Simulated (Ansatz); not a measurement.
A crystal relaxed with r2SCAN in Ansatz 0.2.0 has space group I4_1/amd:1 (No. 141) and a = 3.778 Å, c = 9.583 Å.

| atom | site | x | y | z |
| --- | --- | --- | --- | --- |
| Xx | 4a | 0.0000 | 0.0000 | 0.0000 |
| O | 8e | 0.0000 | 0.5000 | 0.4573 |

The r2SCAN gap is indirect, 2.53 eV (Γ–X (0.88 of the way from Γ) to Γ), below the direct gap of 2.87 eV at Γ–M (0.60 of the way from Γ). The HSE06 gap is indirect, 3.64 eV (Γ–X (0.88 of the way from Γ) to Γ), below the direct gap of 3.99 eV at Γ–M (0.60 of the way from Γ). The PBE gap is indirect, 2.15 eV (Γ–X (0.90 of the way from Γ) to Γ), below the direct gap of 2.47 eV at Γ–M (0.60 of the way from Γ). Meshes: r2SCAN 10×10×10, HSE06 6×6×6, PBE 10×10×10. r2SCAN's ε∞ is 6.2 along x and y, 5.7 along z.

Task: Which element is Xx?
A. Zr
B. Hf
C. Ti
D. Sn

Result: C. Xx is Ti: a 6-atom cell of TiO2 built on the anatase structure (relaxed group I4_1/amd). Ti is surrounded by 6 O at 1.93–1.99 Å and 4 Ti at 3.05 Å; O is surrounded by 3 Ti at 1.93–1.99 Å.

Calculated for a static, non-magnetic cell.

Where an edge lies off the special points, it is a point of the mesh or the k point where a search put PBE's edge or least direct gap, reused for the other functionals, whose own edges may lie a little apart; PBE's own value is read along its path and can be a few hundredths of an eV high.

For a response run the program warns that the ground state's bands aren't all converged, so ε∞ carries an extra error.
